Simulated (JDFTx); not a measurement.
Cd(0001) slab cut from bulk Cd (space group P6_3/mmc, indices of the conventional cell, lattice of the Materials Project entry mp-94, not re-optimised): 4 atoms in 4 planes, a 1x1 cell of 7.58 Å² (|a| = 2.958, |b| = 2.958 Å), 8.9 Å between the outermost planes, cell height 24.8 Å, 8×8×1 k mesh, Fermi smearing 0.01 Ha, no spin polarisation.

Method: PBE, GBRV ultrasoft potentials, plane waves to 20/100 Ha, in a modified build of JDFTx. Liquid: linear PCM (GLSSA13), water, 1 M NaCl. The neutral cell holds 48 valence electrons and has two faces of 7.580 Å² each. Last filling lines of the neutral and of a charged run (μ in hartree, zero in the bulk liquid):

```
FillingsUpdate:  mu: -0.128799554  nElectrons: 48.000000
FillingsUpdate:  mu: -0.122743000  nElectrons: 48.024467
```

Worked example: both potentials, by the convention U = −μ/e − 4.44 V vs SHE, the surface charge density and the mean capacitance.

U_pzc = 0.12880 × 27.2114 − 4.44 = -0.94 V; U = 0.12274 × 27.2114 − 4.44 = -1.10 V. The cell has 0.0245 excess electrons, a net charge of -0.0245 e, shared by two faces: σ = -0.0245 e / (2 × 7.580 Å²) = -0.00161 e/Å² = -2.6 μC/cm² (1 e/Å² = 1602.18 μC/cm²). C = σ/(U − U_pzc) = -2.6/-0.16 ≈ 16 μF/cm².
